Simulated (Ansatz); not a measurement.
# Response of MgS to small distortions

```
Mg S
1.0
     0.00000    2.60165    2.60165
     2.60165    0.00000    2.60165
     2.60165    2.60165    0.00000
Mg S
1 1
Direct
  0.00000 0.00000 0.00000
  0.50000 0.50000 0.50000
```

Atom numbers follow the list: Mg1, S2.

The cell is COD entry 9008672, as deposited and not checked against the literature; nothing was relaxed.

These are results of DFT, PBEsol, all-electron LAPW, scalar-relativistic in Ansatz 0.2.0, not measurements.

The runs use a Γ-centred 10×10×10 k mesh, Fermi–Dirac smearing of 0.03 eV, basis error target 0.25 meV/atom, no spin polarisation.

The unchanged cell is at -0.96 GPa.

Semilocal functionals give too small gaps.

x, y and z are the Cartesian axes of the cell as listed; fractional coordinates follow a strain, and an engineering shear is twice the off-diagonal strain component.

With this change (equal xy, yz and zx engineering shear strains of -2 %), what becomes of the energy and stress and gap?

Energy change +3 meV/atom; stress change (xx, yy, zz, yz, xz, xy) 0.02, 0.02, 0.02, 1.04, 1.04, 1.04 GPa, compression positive; gap on the k mesh 2.70 → 2.51 eV.

With equal xy, yz and zx engineering shear strains of -1 %: energy change under 1 meV/atom; stress change (xx, yy, zz, yz, xz, xy) 0.01, 0.01, 0.01, 0.53, 0.53, 0.53 GPa, compression positive; gap on the k mesh 2.70 → 2.61 eV.

With this change (equal xy, yz and zx engineering shear strains of +1 %), what becomes of the energy and stress and gap?

Energy change under 1 meV/atom; stress change (xx, yy, zz, yz, xz, xy) 0.01, 0.01, 0.01, -0.54, -0.54, -0.54 GPa, compression positive; gap on the k mesh 2.70 → 2.65 eV.

With equal xy, yz and zx engineering shear strains of +2 %: energy change +4 meV/atom; stress change (xx, yy, zz, yz, xz, xy) 0.02, 0.02, 0.02, -1.10, -1.10, -1.10 GPa, compression positive; gap on the k mesh 2.70 → 2.59 eV.
